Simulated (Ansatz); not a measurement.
# Compressing TiSb$_{2}$: a fit and a missing row

TiSb$_{2}$, I4/mcm, a = 6.635 Å, c = 5.714 Å. The structure is a COD entry; whether it is the stable form wasn't checked. Ansatz: PBEsol, PAW, 420 eV, Γ-centred 8×8×8 mesh on 6 atoms, Gaussian smearing 0.10 eV; no spin polarisation. Shape and atoms are relaxed at each volume; pressure is positive in compression.

```
V (Å³/atom) P (GPa)
     18.447    16.87
     19.076    11.54
     19.705        ?
     20.334     3.22
     20.963    -0.01
     21.592    -2.74
     22.221    -5.05
     23.059    -7.59
```

Task: Take V0 = 20.963 Å³/atom, count pressures from its P0 = -0.01 GPa, fit the third-order Birch–Murnaghan form to the other rows, and predict the missing pressure.

Result: With the Eulerian strain f = ½[(V0/V)^(2/3) − 1] and y = (P − P0)/[3f(1 + 2f)^(5/2)], the form is the line y = B0 + 1.5 B0 (B0′ − 4) f. Rows (f, y): 0.04449, 102.2; 0.03245, 101.4; 0.01026, 99.7; -0.00976, 97.9; -0.01905, 97.2; -0.03078, 96.2. Means f = 0.004602, y = 99.100; Σ(Δf)² = 0.004416, ΣΔfΔy = 0.3559; the slope is their ratio. y = 98.73 + 80.59 f GPa, so B0 = 98.7 GPa and B0′ = 4 + 2 × (80.59)/(3 × 98.73) = 4.54. At V = 19.705, f = 0.02106, y = 100.43 and P = 7.02 GPa. The run gave 7.04 GPa, so the fit is 0.02 GPa too low, a small miss on the scale of the series.